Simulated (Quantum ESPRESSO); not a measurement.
# Ti2TaO5F3: input and log of a self-consistent run

Computed values, not a measurement. The program is pw.x of Quantum ESPRESSO 7.5 (plane-wave density functional theory). The cell is made up: 11 atoms on a fluorite lattice with one site empty, with randomly drawn elements, strain and displacements, not relaxed. PseudoDojo standard norm-conserving files (v0.5 for PBE, v0.4.1 for LDA and PBEsol) set the functional; there is no spin polarisation, spin-orbit coupling or dispersion term, and the masses in the input are unused placeholders.

Input:

```
&control calculation='scf', pseudo_dir='./dojo.nc.sr.pbe.v0_5.standard.upf', outdir='./o', disk_io='medium', tprnfor=.true., tstress=.true. /
&system ibrav=0, nat=11, ntyp=4, nbnd=50, ecutwfc=84.00895049, nosym=.true., tot_charge=0,
 occupations='smearing', smearing='fd', degauss=0.0018374661
/
&electrons conv_thr=7.350e-09, electron_maxstep=60, /
ATOMIC_SPECIES
F 1.0 F.upf
O 1.0 O.upf
Ta 1.0 Ta.upf
Ti 1.0 Ti.upf
CELL_PARAMETERS angstrom
4.9183 0.0359 0.0445
0.0359 5.0306 -0.0173
0.0445 -0.0173 4.9654
ATOMIC_POSITIONS angstrom
Ti 0.1359 -0.0129 -0.046
Ti -0.0178 2.5444 2.4557
Ta 2.5339 0.0798 2.4812
O 1.2786 1.3121 1.1845
O 1.2984 1.374 3.6492
O 1.289 3.789 1.2466
O 1.2317 3.7213 3.7421
O 3.7043 1.2748 1.3487
F 3.5964 1.3438 3.6869
F 3.6837 3.834 1.3028
F 3.8425 3.84 3.7228
K_POINTS automatic
5 4 5 1 1 1
```

The log is shortened where brackets say so; the opening notice, blank lines, dates and the lines on written files are dropped, and the path of the files is cut. It prints rydbergs, bohrs and kilobars, and counts compression as positive stress. With no partly filled state, the Fermi energy that it prints is only some level between the filled and the empty states on the mesh, and need not lie in the true gap.

```
     Program PWSCF v.7.5
     Parallel version (MPI & OpenMP), running on       1 processor cores
     Number of MPI processes:                 1
     Threads/MPI process:                     1
     [start-up lines left out]
     bravais-lattice index     =            0
     lattice parameter (alat)  =       9.2949  a.u.
     unit-cell volume          =     828.9387 (a.u.)^3
     number of atoms/cell      =           11
     number of atomic types    =            4
     number of electrons       =        88.00
     number of Kohn-Sham states=           50
     kinetic-energy cutoff     =      84.0090  Ry
     charge density cutoff     =     336.0358  Ry
     scf convergence threshold =      7.3E-09
     mixing beta               =       0.7000
     number of iterations used =            8  plain     mixing
     Exchange-correlation= PBE
                           (   1   4   3   4   0   0   0)
     [axes and pseudopotential details left out]
   Cartesian axes
     site n.     atom                  positions (alat units)
         1        Ti     tau(   1) = (   0.0276296  -0.0026227  -0.0093522  )
         2        Ti     tau(   2) = (  -0.0036189   0.5172983   0.4992648  )
         3        Ta     tau(   3) = (   0.5151635   0.0162240   0.5044492  )
         4        O      tau(   4) = (   0.2599503   0.2667611   0.2408190  )
         5        O      tau(   5) = (   0.2639758   0.2793459   0.7419136  )
         6        O      tau(   6) = (   0.2620647   0.7703361   0.2534444  )
         7        O      tau(   7) = (   0.2504151   0.7565721   0.7608009  )
         8        O      tau(   8) = (   0.7531159   0.2591777   0.2742022  )
         9        F      tau(   9) = (   0.7311789   0.2732060   0.7495783  )
        10        F      tau(  10) = (   0.7489277   0.7794850   0.2648704  )
        11        F      tau(  11) = (   0.7812131   0.7807048   0.7568771  )
     number of k points=    50  Fermi-Dirac smearing, width (Ry)=  0.0018
                       cart. coord. in units 2pi/alat
        k(    1) = (   0.0982252   0.1218560   0.0986024), wk =   0.0400000
        k(    2) = (   0.0964274   0.1225502   0.2967372), wk =   0.0400000
     [further k points left out]
     Dense  grid:    86211 G-vectors     FFT dimensions: (  60,  60,  60)
     Estimated max dynamical RAM per process >     142.70 MB
     Initial potential from superposition of free atoms
     starting charge      87.9959, renormalised to      88.0000
     Starting wfcs are   62 randomized atomic wfcs
     total cpu time spent up to now is       22.1 secs
     per-process dynamical memory:    79.8 Mb
     Self-consistent Calculation
     iteration #  1     ecut=    84.01 Ry     beta= 0.70
     Davidson diagonalization with overlap
     ethr =  1.00E-02,  avg # of iterations =  2.0
     total cpu time spent up to now is       59.8 secs
     total energy              =    -678.46664575 Ry
     estimated scf accuracy    <       5.46582708 Ry
     iteration #  2     ecut=    84.01 Ry     beta= 0.70
     Davidson diagonalization with overlap
     ethr =  6.21E-03,  avg # of iterations =  8.6
     total cpu time spent up to now is      131.3 secs
     total energy              =    -670.36855532 Ry
     estimated scf accuracy    <     107.87108598 Ry
     iteration #  3     ecut=    84.01 Ry     beta= 0.70
     Davidson diagonalization with overlap
     ethr =  6.21E-03,  avg # of iterations =  7.8
     total cpu time spent up to now is      185.2 secs
     total energy              =    -681.60127706 Ry
     estimated scf accuracy    <       2.35505699 Ry
     iteration #  4     ecut=    84.01 Ry     beta= 0.70
     Davidson diagonalization with overlap
     ethr =  2.68E-03,  avg # of iterations =  2.7
     total cpu time spent up to now is      222.4 secs
     total energy              =    -681.68932314 Ry
     estimated scf accuracy    <       1.24997396 Ry
     iteration #  5     ecut=    84.01 Ry     beta= 0.70
     Davidson diagonalization with overlap
     ethr =  1.42E-03,  avg # of iterations =  1.9
     total cpu time spent up to now is      244.1 secs
     total energy              =    -681.52198536 Ry
     estimated scf accuracy    <       0.86797357 Ry
     [iterations 6 to 17 left out]
     iteration # 18     ecut=    84.01 Ry     beta= 0.70
     Davidson diagonalization with overlap
     ethr =  4.95E-09,  avg # of iterations =  2.4
     total cpu time spent up to now is      737.5 secs
     total energy              =    -681.62036628 Ry
     estimated scf accuracy    <       0.00000083 Ry
     iteration # 19     ecut=    84.01 Ry     beta= 0.70
     Davidson diagonalization with overlap
     ethr =  9.46E-10,  avg # of iterations =  5.9
     total cpu time spent up to now is      790.3 secs
     total energy              =    -681.62036655 Ry
     estimated scf accuracy    <       0.00000028 Ry
     iteration # 20     ecut=    84.01 Ry     beta= 0.70
     Davidson diagonalization with overlap
     ethr =  3.15E-10,  avg # of iterations =  2.1
     total cpu time spent up to now is      822.0 secs
     total energy              =    -681.62036655 Ry
     estimated scf accuracy    <       0.00000010 Ry
     iteration # 21     ecut=    84.01 Ry     beta= 0.70
     Davidson diagonalization with overlap
     ethr =  1.10E-10,  avg # of iterations =  5.7
     total cpu time spent up to now is      873.5 secs
     total energy              =    -681.62036656 Ry
     estimated scf accuracy    <       0.00000003 Ry
     iteration # 22     ecut=    84.01 Ry     beta= 0.70
     Davidson diagonalization with overlap
     ethr =  3.41E-11,  avg # of iterations =  3.3
     total cpu time spent up to now is      912.8 secs
     End of self-consistent calculation
          k = 0.0982 0.1219 0.0986 ( 10785 PWs)   bands (ev):
   -60.8108 -49.5113 -49.2125 -27.2883 -27.1949 -27.0771 -25.7540 -25.7313
   -25.6105 -25.4898 -25.4003 -25.2881 -16.0754 -15.5073 -15.2394  -8.8930
    -8.1998  -7.9021  -7.6629  -6.9656   0.7567   0.9399   1.4412   1.7086
     1.9468   2.3882   2.6781   3.5289   3.9470   4.1802   4.3853   4.6824
     4.8096   4.9263   6.0554   6.4851   6.7129   6.8513   7.2485   7.7581
     7.9250   8.2297   8.6499   9.2075   9.9219  10.0048  10.2126  10.3851
    10.8441  10.9213
     [levels at the other k points left out]
     the Fermi energy is     9.5316 ev
!    total energy              =    -681.62036657 Ry
     estimated scf accuracy    <          3.5E-09 Ry
     smearing contrib. (-TS)   =      -0.00000003 Ry
     internal energy E=F+TS    =    -681.62036654 Ry
     The total energy is F=E-TS. E is the sum of the following terms:
     one-electron contribution =    -232.79229596 Ry
     hartree contribution      =     160.71720961 Ry
     xc contribution           =    -138.78680188 Ry
     ewald contribution        =    -470.75847831 Ry
     convergence has been achieved in  22 iterations
     Forces acting on atoms (cartesian axes, Ry/au):
     atom    1 type  4   force =     0.18783451    0.02741777    0.05378666
     atom    2 type  4   force =     0.19357286   -0.08181231   -0.06171621
     atom    3 type  3   force =    -0.23343224    0.11423580   -0.09864201
     atom    4 type  2   force =    -0.03830209   -0.07581804    0.02856736
     atom    5 type  2   force =    -0.07665715   -0.09912040   -0.03635293
     atom    6 type  2   force =    -0.06192404    0.06705763    0.04920131
     atom    7 type  2   force =    -0.01983852    0.09911576   -0.01406262
     atom    8 type  2   force =     0.02590418   -0.05179833    0.04176806
     atom    9 type  1   force =     0.05117660   -0.01510076    0.04991212
     atom   10 type  1   force =     0.02502760   -0.01594459   -0.00712855
     atom   11 type  1   force =    -0.05336171    0.03176747   -0.00533319
     Total force =     0.475021     Total SCF correction =     0.000160
     Computing stress (Cartesian axis) and pressure
          total   stress  (Ry/bohr**3)                   (kbar)     P=     -119.51
  -0.00053270  -0.00018236   0.00007934          -78.36      -26.83       11.67
  -0.00018236  -0.00125213   0.00001526          -26.83     -184.19        2.24
   0.00007934   0.00001526  -0.00065248           11.67        2.24      -95.98
     init_run     :     17.92s CPU     21.94s WALL (       1 calls)
     electrons    :    851.61s CPU    890.72s WALL (       1 calls)
     forces       :      7.10s CPU      7.17s WALL (       1 calls)
     stress       :     28.77s CPU     29.06s WALL (       1 calls)
     [timing details left out]
     PWSCF        :  15m 5.79s CPU  15m51.14s WALL
     JOB DONE.
```

In other units: free energy -9273.918 eV for the cell, pressure -11.95 GPa, largest force component 6.002 eV/Å. A rerun of this cell at a cutoff of 1437 eV and k mesh 7 x 6 x 7 moved values by no more than 0.002 eV in energy, 0.05 GPa in stress and 0.004 eV/Å in force.